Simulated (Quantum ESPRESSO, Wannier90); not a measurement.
## Wannierisation of Li$_{3}$Bi (Fm-3m)

```xyz
4
Lattice="0.0000 3.3455 3.3455 3.3455 0.0000 3.3455 3.3455 3.3455 0.0000" Properties=species:S:1:pos:R:3 pbc="T T T"
Li    -1.6727    -1.6727    -1.6727
Li     1.6727     1.6727     1.6727
Li     3.3455     3.3455     3.3455
Bi     0.0000     0.0000     0.0000
```

Materials Project entry mp-23222; symmetrised, unrelaxed at this level. Not found in the COD (Crystallography Open Database) copy used; not checked further. Level: PBEsol, spinors with spin-orbit coupling; pw.x of Quantum ESPRESSO at 60 Ry with PseudoDojo potentials, 6×6×6 k-points, Wannier90. Density: 12×12×12 mesh, cold smearing 0.01 Ry.

Bands 17-18 form an isolated set from -11.12 to -10.46 eV relative to the Fermi level (on the path) and are turned into 2 Wannier functions by minimising the spread from the start: atomic waves Bi 6s.

Where do the functions sit, how wide are they and what are they made of?


```csv
functions,spread (Å²),"nearest atom, distance (Å)","second atom, distance (Å)",weight on atomic waves
2,1.76,Bi 0.00,Li 2.90,"Bi 6s 80 %, Li 2s 19 %"
```

Ω_I = 3.53 Å², Ω_total = 3.53 Å²; the interpolated bands follow pw.x to 0.0 meV rms on the path. Only this start was tried; a symmetric start can stop on a saddle, and mixtures of these functions could lower the total by at most Ω_total − Ω_I.
